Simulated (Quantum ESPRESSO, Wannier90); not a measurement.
## KHgF3 (Cmmm), plane waves to Wannier functions

Cell from Materials Project (mp-7483), symmetrised, no further relaxation. COD (Crystallography Open Database) has an entry of this formula and space group (matched by these alone). The atoms lie within 0.1 Å of the higher space group Pm-3m. Level: LDA, no spin polarisation, no spin-orbit coupling; pw.x of Quantum ESPRESSO at 68 Ry with PseudoDojo potentials, 6×6×6 k-points, Wannier90. Density: 8×8×8 mesh, Gaussian smearing 0.01 Ry. Spin-orbit coupling is left out although heavy elements are present.

```
begin unit_cell_cart
ang
    3.2019650000   -3.2080950000    0.0000000000
    3.2019650000    3.2080950000    0.0000000000
    0.0000000000    0.0000000000    4.5243900000
end unit_cell_cart
mp_grid = 6 6 6
```

Question: Which shells of neighbouring k-points and which b-vectors and weights does Wannier90 pick for this cell and mesh?

Answer: 
```
 *---------------------------------- K-MESH ----------------------------------*
 +----------------------------------------------------------------------------+
 |                    Distance to Nearest-Neighbour Shells                    |
 |                    ------------------------------------                    |
 |          Shell             Distance (Ang^-1)          Multiplicity         |
 |          -----             -----------------          ------------         |
 |             1                   0.231037                      4            |
 |             2                   0.231456                      2            |
 |             3                   0.326423                      2            |
 |             4                   0.327032                      8            |
 |             5                   0.327048                      2            |
 |             6                   0.400155                      4            |
 |             7                   0.400665                      4            |
 |             8                   0.462075                      4            |
       ... (lines left out)
 +----------------------------------------------------------------------------+
 | The b-vectors are chosen automatically                                     |
 | The following shells are used:                       1,  2,  3             |
 +----------------------------------------------------------------------------+
 |                        Shell   # Nearest-Neighbours                        |
 |                        -----   --------------------                        |
 |                          1               4                                 |
 |                          2               2                                 |
 |                          3               2                                 |
 +----------------------------------------------------------------------------+
 | Completeness relation is fully satisfied [Eq. (B1), PRB 56, 12847 (1997)]  |
 +----------------------------------------------------------------------------+
 |                  b_k Vectors (Ang^-1) and Weights (Ang^2)                  |
 |                  ----------------------------------------                  |
 |            No.         b_k(x)      b_k(y)      b_k(z)        w_b           |
 |            ---        --------------------------------     --------        |
 |             1         0.163524    0.163212    0.000000     9.349232        |
 |             2         0.163524   -0.163212    0.000000     9.349232        |
 |             3        -0.163524   -0.163212    0.000000     9.349232        |
 |             4        -0.163524    0.163212    0.000000     9.349232        |
 |             5         0.000000    0.000000    0.231456     9.333249        |
 |             6         0.000000    0.000000   -0.231456     9.333249        |
 |             7         0.000000   -0.326423    0.000000     0.017916        |
 |             8         0.000000    0.326423    0.000000     0.017916        |
```
